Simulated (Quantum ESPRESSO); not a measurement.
Kohn-Sham bands of CuI (Cmcm)

```xyz
4
Lattice="3.7332 -3.7111 0.0000 3.7332 3.7111 0.0000 0.0000 0.0000 4.3070" Properties=species:S:1:pos:R:3 pbc="T T T"
Cu     0.0000    -3.1206    -1.0768
Cu     0.0000     3.1206     1.0768
I      0.0000     1.7068    -1.0768
I      0.0000    -1.7068     1.0768
```

Structure: Materials Project mp-1007922, symmetrised, not relaxed again. Not found in the COD (Crystallography Open Database) copy used, which has the formula in other groups; not checked further. Level: PBEsol, no spin polarisation, no spin-orbit coupling; pw.x of Quantum ESPRESSO at 74 Ry with PseudoDojo potentials, 6×6×8 k-points, Wannier90. Density: 6×6×8 mesh, Gaussian smearing 0.01 Ry. A non-magnetic state is assumed, with no Hubbard U; filled 3d bands tend to lie too high at this level. The cell is built of weakly bound layers, chains or molecules. Database cells relaxed without dispersion often hold them too far apart, which can enlarge gaps and weakens couplings between them; spacing and stacking were not compared with the measured crystal. Spin-orbit coupling is left out although heavy elements are present.

Energies are relative to the valence-band maximum; weights are on the orthonormalised atomic waves of the pseudopotential files, averaged over the group. 52 electrons a cell are treated as valence.

| bands | from (eV) | to (eV) | filling | weight on atomic waves |
|---|---|---|---|---|
| 1–2 | -111.78 | -111.77 | filled | ? |
| 3–8 | -69.41 | -69.20 | filled | ? |
| 9–10 | -13.90 | -13.16 | filled | ? |
| 11–26 | -6.12 | 0.00 | filled | ? |

Question: Which atomic shells make up each group?

Answer: 
- 1–2, weight on atomic waves: Cu 3s 99 %
- 3–8, weight on atomic waves: Cu 3p 100 %
- 9–10, weight on atomic waves: I 5s 90 %, Cu 4s 8 %
- 11–26, weight on atomic waves: Cu 3d 61 %, I 5p 33 %

The Kohn-Sham gap over both meshes and the path is 0.91 eV.
